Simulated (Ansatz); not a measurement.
Data:

ScB2:
```
CELL_PARAMETERS angstrom
     -1.34463     1.34463     4.30358
      1.34463    -1.34463     4.30358
      1.34463     1.34463    -4.30358
ATOMIC_POSITIONS crystal
  Sc 0.00000 0.00000 0.00000
  B  0.28770 0.28770 0.00000
  B  0.71230 0.71230 0.00000
```

This is the PBE-relaxed structure.

Problem. All from plane-wave PAW PBE (Ansatz code), unless another level is named. Estimate the electronic character.

Solution. metallic (no gap).

Problem. Next, the density of states at the Fermi level?

Solution. 0.56 states/eV per atom (mean over ±0.08 eV).

Problem. What about the formation energy from the elements (no fitted shifts)?

Solution. 446 meV/atom.

Space group I4/mmm (MoSi2 or CaC2 type). A made-up cell: these elements were put on the sites of a structure type; neither database checked (COD, Materials Project) lists it. COD files the formula under space group No. 191. Whether it is the stable phase at ambient conditions was not checked. The cell was relaxed with PBE under the symmetry of its start; whether a distortion lowers the energy is not shown. The run is not spin-polarised. The references are the lowest solids computed at this level, not always the standard phases.

Potentials: the earlier of the program's two PAW sets.
